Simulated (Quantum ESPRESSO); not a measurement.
# AlSi3C3N: input and log of a self-consistent run

A calculation, not a measurement. The program is pw.x of Quantum ESPRESSO 7.5 (plane-wave density functional theory). The cell is made up: 8 atoms on a wurtzite lattice, with randomly drawn elements, strain and displacements, not relaxed. PseudoDojo standard norm-conserving files (v0.5 for PBE, v0.4.1 for LDA and PBEsol) set the functional; there is no spin polarisation, spin-orbit coupling or dispersion term, and the masses in the input are unused placeholders.

Input:

```
&control calculation='scf', pseudo_dir='./dojo.nc.sr.pbe.v0_5.standard.upf', outdir='./o', disk_io='medium', tprnfor=.true., tstress=.true. /
&system ibrav=0, nat=8, ntyp=4, nbnd=22, ecutwfc=84.00895049, nosym=.true., tot_charge=0,
 occupations='smearing', smearing='fd', degauss=0.0018374661
/
&electrons conv_thr=7.350e-09, electron_maxstep=60, /
ATOMIC_SPECIES
Al 1.0 Al.upf
C 1.0 C.upf
N 1.0 N.upf
Si 1.0 Si.upf
CELL_PARAMETERS angstrom
3.0631 0.0 0.0
0.0 5.3054 0.0
0.0 0.0 5.002
ATOMIC_POSITIONS angstrom
Al 0.0043 0.0488 0.0224
Si 1.5115 2.5237 -0.0757
Si 1.4345 0.8424 2.4847
Si 0.0173 3.4702 2.5223
C 0.0399 -0.0325 1.8223
C 1.5537 2.6703 1.9723
C 1.486 0.7865 4.4487
N 0.0426 3.3776 4.3761
K_POINTS automatic
6 4 4 1 1 1
```

The log is shortened where brackets say so; the opening notice, blank lines, dates and the lines on written files are dropped, and the path of the files is cut. It prints rydbergs, bohrs and kilobars, and counts compression as positive stress. With no partly filled state, the Fermi energy that it prints is only some level between the filled and the empty states on the mesh, and need not lie in the true gap.

```
     Program PWSCF v.7.5
     Parallel version (MPI & OpenMP), running on       1 processor cores
     Number of MPI processes:                 1
     Threads/MPI process:                     1
     [start-up lines left out]
     bravais-lattice index     =            0
     lattice parameter (alat)  =       5.7884  a.u.
     unit-cell volume          =     548.5543 (a.u.)^3
     number of atoms/cell      =            8
     number of atomic types    =            4
     number of electrons       =        32.00
     number of Kohn-Sham states=           22
     kinetic-energy cutoff     =      84.0090  Ry
     charge density cutoff     =     336.0358  Ry
     scf convergence threshold =      7.3E-09
     mixing beta               =       0.7000
     number of iterations used =            8  plain     mixing
     Exchange-correlation= PBE
                           (   1   4   3   4   0   0   0)
     [axes and pseudopotential details left out]
   Cartesian axes
     site n.     atom                  positions (alat units)
         1        Al     tau(   1) = (   0.0014038   0.0159316   0.0073129  )
         2        Si     tau(   2) = (   0.4934543   0.8239039  -0.0247135  )
         3        Si     tau(   3) = (   0.4683164   0.2750155   0.8111717  )
         4        Si     tau(   4) = (   0.0056479   1.1329046   0.8234468  )
         5        C      tau(   5) = (   0.0130260  -0.0106102   0.5949202  )
         6        C      tau(   6) = (   0.5072312   0.8717639   0.6438902  )
         7        C      tau(   7) = (   0.4851294   0.2567660   1.4523522  )
         8        N      tau(   8) = (   0.0139075   1.1026738   1.4286507  )
     number of k points=    48  Fermi-Dirac smearing, width (Ry)=  0.0018
                       cart. coord. in units 2pi/alat
        k(    1) = (   0.0833333   0.0721694   0.0765469), wk =   0.0416667
        k(    2) = (   0.0833333   0.0721694   0.2296406), wk =   0.0416667
     [further k points left out]
     Dense  grid:    57037 G-vectors     FFT dimensions: (  36,  60,  60)
     Estimated max dynamical RAM per process >      67.14 MB
     Initial potential from superposition of free atoms
     starting charge      31.9956, renormalised to      32.0000
     Starting wfcs are   32 randomized atomic wfcs
     total cpu time spent up to now is        5.1 secs
     per-process dynamical memory:    53.0 Mb
     Self-consistent Calculation
     iteration #  1     ecut=    84.01 Ry     beta= 0.70
     Davidson diagonalization with overlap
     ethr =  1.00E-02,  avg # of iterations =  3.4
     total cpu time spent up to now is       14.3 secs
     total energy              =     -86.16484656 Ry
     estimated scf accuracy    <       2.19542463 Ry
     iteration #  2     ecut=    84.01 Ry     beta= 0.70
     Davidson diagonalization with overlap
     ethr =  6.86E-03,  avg # of iterations =  2.0
     total cpu time spent up to now is       24.9 secs
     total energy              =     -86.78481120 Ry
     estimated scf accuracy    <       1.13928922 Ry
     iteration #  3     ecut=    84.01 Ry     beta= 0.70
     Davidson diagonalization with overlap
     ethr =  3.56E-03,  avg # of iterations =  2.0
     total cpu time spent up to now is       32.6 secs
     total energy              =     -86.99017189 Ry
     estimated scf accuracy    <       0.06362713 Ry
     iteration #  4     ecut=    84.01 Ry     beta= 0.70
     Davidson diagonalization with overlap
     ethr =  1.99E-04,  avg # of iterations =  6.7
     total cpu time spent up to now is       41.8 secs
     total energy              =     -87.00797784 Ry
     estimated scf accuracy    <       0.00344434 Ry
     iteration #  5     ecut=    84.01 Ry     beta= 0.70
     Davidson diagonalization with overlap
     ethr =  1.08E-05,  avg # of iterations =  9.0
     total cpu time spent up to now is       54.4 secs
     total energy              =     -87.00883964 Ry
     estimated scf accuracy    <       0.00150047 Ry
     [iterations 6 to 8 left out]
     iteration #  9     ecut=    84.01 Ry     beta= 0.70
     Davidson diagonalization with overlap
     ethr =  9.15E-09,  avg # of iterations =  4.5
     total cpu time spent up to now is       86.2 secs
     total energy              =     -87.00892611 Ry
     estimated scf accuracy    <       0.00000220 Ry
     iteration # 10     ecut=    84.01 Ry     beta= 0.70
     Davidson diagonalization with overlap
     ethr =  6.88E-09,  avg # of iterations =  2.0
     total cpu time spent up to now is       93.6 secs
     total energy              =     -87.00892628 Ry
     estimated scf accuracy    <       0.00000020 Ry
     iteration # 11     ecut=    84.01 Ry     beta= 0.70
     Davidson diagonalization with overlap
     ethr =  6.31E-10,  avg # of iterations =  2.4
     total cpu time spent up to now is      101.6 secs
     total energy              =     -87.00892636 Ry
     estimated scf accuracy    <          8.2E-09 Ry
     iteration # 12     ecut=    84.01 Ry     beta= 0.70
     Davidson diagonalization with overlap
     ethr =  2.57E-11,  avg # of iterations =  4.4
     total cpu time spent up to now is      113.1 secs
     total energy              =     -87.00892636 Ry
     estimated scf accuracy    <          9.3E-09 Ry
     iteration # 13     ecut=    84.01 Ry     beta= 0.70
     Davidson diagonalization with overlap
     ethr =  2.57E-11,  avg # of iterations =  2.0
     total cpu time spent up to now is      119.2 secs
     End of self-consistent calculation
          k = 0.0833 0.0722 0.0765 (  7139 PWs)   bands (ev):
    -7.6333  -4.1594  -2.4477  -1.0734   1.2257   2.0812   3.5243   4.4297
     4.5675   6.7365   6.9642   7.5828   8.0754   8.7579   9.3035   9.6355
    12.4277  13.3461  14.5438  15.6890  16.5127  16.7967
     [levels at the other k points left out]
     the Fermi energy is    11.0557 ev
!    total energy              =     -87.00892636 Ry
     estimated scf accuracy    <          9.8E-10 Ry
     smearing contrib. (-TS)   =       0.00000000 Ry
     internal energy E=F+TS    =     -87.00892636 Ry
     The total energy is F=E-TS. E is the sum of the following terms:
     one-electron contribution =      15.62210184 Ry
     hartree contribution      =      13.02032938 Ry
     xc contribution           =     -31.30232721 Ry
     ewald contribution        =     -84.34903036 Ry
     convergence has been achieved in  13 iterations
     Forces acting on atoms (cartesian axes, Ry/au):
     atom    1 type  1   force =    -0.06501293   -0.10520352   -0.03697552
     atom    2 type  4   force =     0.03140742   -0.01001142    0.06651637
     atom    3 type  4   force =     0.10024412   -0.01490899    0.04666088
     atom    4 type  4   force =     0.00668085    0.08991988   -0.01523050
     atom    5 type  2   force =    -0.08696992   -0.05057046    0.17647326
     atom    6 type  2   force =    -0.01500968   -0.05050527   -0.07699213
     atom    7 type  2   force =     0.06638517    0.12173694   -0.14396752
     atom    8 type  3   force =    -0.03772502    0.01954283   -0.01648485
     Total force =     0.367398     Total SCF correction =     0.000020
     Computing stress (Cartesian axis) and pressure
          total   stress  (Ry/bohr**3)                   (kbar)     P=      136.10
   0.00153845   0.00023669   0.00006872          226.31       34.82       10.11
   0.00023669   0.00049269  -0.00011849           34.82       72.48      -17.43
   0.00006872  -0.00011849   0.00074449           10.11      -17.43      109.52
     init_run     :      4.24s CPU      5.04s WALL (       1 calls)
     electrons    :    103.15s CPU    114.09s WALL (       1 calls)
     forces       :      1.39s CPU      1.42s WALL (       1 calls)
     stress       :      5.49s CPU      5.53s WALL (       1 calls)
     [timing details left out]
     PWSCF        :   1m54.38s CPU   2m 6.25s WALL
     JOB DONE.
```

In other units: free energy -1183.817 eV for the cell, pressure 13.61 GPa, largest force component 4.537 eV/Å. A rerun of a related cell, with the same atoms placed differently, at 1437 eV and a 8 x 6 x 6 mesh moved values by no more than 0.002 eV in energy, 0.08 GPa in stress and 0.006 eV/Å in force.